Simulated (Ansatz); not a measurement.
CsSnI3 (cubic perovskite)

```
CELL_PARAMETERS angstrom
      6.27122     0.00000     0.00000
      0.00000     6.27122     0.00000
      0.00000     0.00000     6.27122
ATOMIC_POSITIONS crystal
  Cs 0.00000 0.00000 0.00000
  Sn 0.50000 0.50000 0.50000
  I  0.00000 0.50000 0.50000
  I  0.50000 0.50000 0.00000
  I  0.50000 0.00000 0.50000
```

In this cell atom 5 (I, nearest neighbour Sn at 3.136 Å; its periodic images, 6.3 Å or more away, move with it) is moved by s along Cartesian x, unit vector (1.000, 0.000, 0.000); all other atoms and the cell stay fixed.

Level of theory: PBE (plane waves to 420 eV, PAW, scalar-relativistic; Ansatz, an electronic-structure program). k mesh 5×5×5 (Γ-centred), Fermi-Dirac smearing 0.05 eV. The energy includes the smearing's −TS. Stress and pressure are positive under compression. F∥ is the force on the atom along that direction. CsSnI3 was relaxed with its symmetry unable to fall. Spin-orbit coupling is left out, though I is heavy. The PAW data are Ansatz's earlier set. This is a high-temperature form of CsSnI3. ΔE is measured from the undisplaced structure.

```csv
s (Å),ΔE (meV/cell),F∥ (eV/Å),P (GPa)
-0.940,212.0,0.574,0.20
-0.752,122.5,0.387,0.12
-0.564,63.6,0.248,0.06
-0.376,26.8,0.148,0.03
-0.188,6.5,0.070,0.01
0.000,0.0,0.000,0.00
0.188,6.5,-0.070,0.01
0.376,26.8,-0.148,0.03
0.564,63.6,-0.248,0.06
0.752,122.5,-0.387,0.12
0.940,212.0,-0.574,0.20
```

Derived quantities:

- Energy at s = 0.940 Å: 212.0 meV/cell
- Force along the line at s = -0.940 Å: 0.574 eV/Å
- Symmetry of the curve: even: the same for both signs
- Shape of the curve: a single well with its minimum at or next to zero displacement
- Force constant k = d²E/ds² at s = 0 (finite differences): 0.36 eV/Å²
- Harmonic estimate at the end of the scan: ½ks² = 161.0 meV/cell against the computed 212.0 meV/cell, so the well is stiffer than harmonic there

(For displaced atoms, the force is minus the slope of the energy, and its curvature is a force constant, which sets phonon frequencies.)
